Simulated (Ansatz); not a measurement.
Relaxation path: Si2W

DFT, PBE, all-electron LAPW, non-relativistic (Ansatz 0.2.0); a Γ-centred 16×16×16 k mesh, Fermi–Dirac smearing of 0.05 eV, no spin polarisation. The run relaxes cell and atoms at a target pressure of 0 GPa.

Command: `ansatz run input.yaml --threads 1 --pin off --max-ram 3072MiB --backend cpu --events-out ev --progress --plain --runs-dir out` It took 9 min on 1 thread of Arm Neoverse V1 (shared host), peak memory 1.8 GiB.

LAPW: all electrons, basis error target 0.5 meV/atom; forces are relaxed below 0.005 eV/Å.

Each step lists its free energy a cell above the last geometry, the pressure, the cell vectors (Å), and Cartesian positions (Å) with forces (eV/Å).

The first step:

```
step 1  dF = 31.82 meV  P = 7.35 GPa
  cell -1.6144 1.6144 3.9339  1.6144 -1.6144 3.9339  1.6144 1.6144 -3.9339
  Si 0.0000 0.0000 2.6319   0.0000 0.0000 -0.0670
  Si 0.0000 0.0000 5.2358   0.0000 0.0000 0.0670
  W 0.0000 0.0000 0.0000   0.0000 0.0000 0.0000
```

Task: Where does the relaxation end, and by which steps?

Result: After 4 geometries, with conventional a, b, c = 3.259, 3.259, 7.982 Å, at 14.128 Å³/atom (+3.34 % against the start) in space group I4/mmm, with a shortest distance of 2.641 Å. The further steps:
```
step 2  dF = 4.19 meV  P = -2.45 GPa
  cell -1.6366 1.6366 4.0046  1.6366 -1.6366 4.0046  1.6366 1.6366 -4.0046
  Si 0.0000 0.0000 2.6776   0.0000 0.0000 0.0674
  Si 0.0000 0.0000 5.3316   0.0000 0.0000 -0.0674
  W 0.0000 0.0000 0.0000   0.0000 0.0000 0.0000
step 3  dF = 0.03 meV  P = -0.12 GPa
  cell -1.6294 1.6294 3.9932  1.6294 -1.6294 3.9932  1.6294 1.6294 -3.9932
  Si 0.0000 0.0000 2.6714   0.0000 0.0000 0.0143
  Si 0.0000 0.0000 5.3151   0.0000 0.0000 -0.0143
  W 0.0000 0.0000 0.0000   0.0000 0.0000 0.0000
step 4  dF = 0.00 meV  P = 0.01 GPa
  cell -1.6295 1.6295 3.9908  1.6295 -1.6295 3.9908  1.6295 1.6295 -3.9908
  Si 0.0000 0.0000 2.6704   0.0000 0.0000 0.0032
  Si 0.0000 0.0000 5.3112   0.0000 0.0000 -0.0032
  W 0.0000 0.0000 0.0000   0.0000 0.0000 0.0000
step 5  dF = 0.00 meV  P = 0.01 GPa  (same geometry on a basis chosen anew; earlier energies don't compare to the last digit)
  cell -1.6295 1.6295 3.9908  1.6295 -1.6295 3.9908  1.6295 1.6295 -3.9908
  Si 0.0000 0.0000 2.6704   0.0000 0.0000 0.0032
  Si 0.0000 0.0000 5.3112   0.0000 0.0000 -0.0032
  W 0.0000 0.0000 0.0000   0.0000 0.0000 0.0000
```
